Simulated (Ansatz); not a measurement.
Total density of states per atom from plane-wave PAW LDA (Ansatz code), in 0.25 eV bins, energy from the valence-band maximum:

```
E (eV) | states/eV/atom
    -7.85 |  0.00
    -7.60 |  0.00
    -7.35 |  0.00
    -7.10 |  0.00
    -6.85 |  0.00
    -6.60 |  0.00
    -6.35 |  0.00
    -6.10 |  0.00
    -5.85 | ###### 0.40
    -5.60 | ############ 0.77
    -5.35 | ####### 0.45
    -5.10 | ###### 0.37
    -4.85 |  0.00
    -4.60 |  0.00
    -4.35 |  0.00
    -4.10 |  0.00
    -3.85 | ## 0.13
    -3.60 | ############## 0.95
    -3.35 | ############ 0.80
    -3.10 | ########## 0.67
    -2.85 | ####### 0.49
    -2.60 | ############ 0.81
    -2.35 | ################ 1.08
    -2.10 | ########### 0.75
    -1.85 | ############ 0.78
    -1.60 | ############## 0.93
    -1.35 | ############### 0.99
    -1.10 | ##################### 1.35
    -0.85 | ######################## 1.60
    -0.60 | ########################## 1.70
    -0.35 | ############################## 1.97
    -0.10 | ############### 0.98
     0.15 |  0.00
     0.40 |  0.00
     0.65 |  0.00
     0.90 |  0.00
     1.15 |  0.00
     1.40 |  0.00
     1.65 |  0.00
     1.90 |  0.00
     2.15 |  0.00
     2.40 |  0.00
     2.65 |  0.00
     2.90 |  0.00
     3.15 |  0.00
     3.40 |  0.00
     3.65 |  0.00
     3.90 |  0.01
     4.15 | ## 0.12
     4.40 | ######## 0.51
     4.65 | ################ 1.04
     4.90 | ##### 0.32
     5.15 |  0.00
     5.40 |  0.00
     5.65 | # 0.04
     5.90 | ######## 0.51
     6.15 | #### 0.26
     6.40 | ## 0.15
     6.65 | ### 0.19
     6.90 | ######### 0.61
     7.15 | ############# 0.87
     7.40 | ################ 1.07
     7.65 | ############## 0.94
     7.90 | ######### 0.59
     8.15 | ########## 0.68
     8.40 | ##### 0.32
     8.65 | ###### 0.37
```

**Question.** Pick the material that matches.
A) GaCl3, C2/m (Ga on 4i, Cl on 4g, Cl on 4i, Cl on 4i)
B) GaAs, wurtzite
C) Ga, body-centred tetragonal
D) GaN, zinc blende

**Answer.** A, GaCl3, C2/m (Ga on 4i, Cl on 4g, Cl on 4i, Cl on 4i). Top 1 eV of the valence band: Cl 3p 98 %. Bottom 1 eV of the conduction band: Ga 4s 48 %, Cl 3p 40 %, outside the projected shells 6 %. Projections are on Löwdin-orthogonalised atomic valence shells; empty p or d shells of many metals are not among them.

The first step of the workflow began from a Materials Project structure, measured or hypothetical; the Crystallography Open Database files this formula in space group No. 12, but the cells were not matched. Its standing as an ambient phase is unchecked. Symmetry was held in the LDA relaxation; whether a distortion lowers the energy is not shown. A crystal of weakly bound molecules computed without a dispersion correction: the cell and the soft elastic constants depend strongly on that. Spin–orbit coupling is left out wherever it is not named.

Potentials: the earlier of the program's two PAW sets. The files were generated under PBE; for other functionals the program regenerates the frozen cores, and for LDA and PBEsol the local potential too.
